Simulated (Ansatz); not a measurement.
**LaPb3: frozen-core PAW against all-electron methods**

```
La Pb
1.0
     4.90600    0.00000    0.00000
     0.00000    4.90600    0.00000
     0.00000    0.00000    5.00412
La Pb
1 3
Direct
  0.00000 0.00000 0.00000
  0.00000 0.50000 0.50000
  0.50000 0.00000 0.50000
  0.50000 0.50000 0.00000
```

Atoms are numbered in the order listed.

The conventional cell has a = 4.906 Å, b = 4.906 Å, c = 5.004 Å, α = 90.00°, β = 90.00°, γ = 90.00°. La (atom 1) has 12 Pb at 3.47 to 3.50 Å as nearest neighbours. Pb (atom 2) has 8 Pb at 3.47 to 3.50 Å and 4 La at 3.50 Å as nearest neighbours. Pb (atom 4) is surrounded by 4 La at 3.47 Å and 8 Pb at 3.50 Å.

The cell is COD entry 1538830, as deposited and not checked against the literature; nothing was relaxed. The listed cell was then made from it by scaling, straining or moving an atom.

No spin–orbit coupling, which matters for the heavy atoms here.

Levels of theory: DFT, PBEsol, PAW with Ansatz's default frozen-core files, scalar-relativistic (Ansatz 0.2.0); DFT, PBEsol, all-electron LAPW, scalar-relativistic (Ansatz 0.2.0).

For PAW: a Γ-centred 7×7×7 k mesh, Fermi–Dirac smearing of 0.05 eV, cutoff 420 eV, no spin polarisation; the PAW files were made with PBE, and the program remakes their frozen cores for this functional. LAPW targets a basis error of 1 meV/atom. The Ansatz runs share mesh, smearing and spin set-up. Plane-wave (PAW) pressures include the program's estimate of the Pulay term.

Stress and pressure are positive in compression.

PAW results:

```tsv
quantity	PAW
pressure (GPa)	-1.80
stress xx (GPa)	-1.50
stress zz (GPa)	-2.42
```

Task: What does all-electron LAPW give for the same quantities?

Result: 
| quantity | LAPW |
| --- | --- |
| pressure (GPa) | -1.79 |
| stress xx (GPa) | -1.48 |
| stress zz (GPa) | -2.40 |
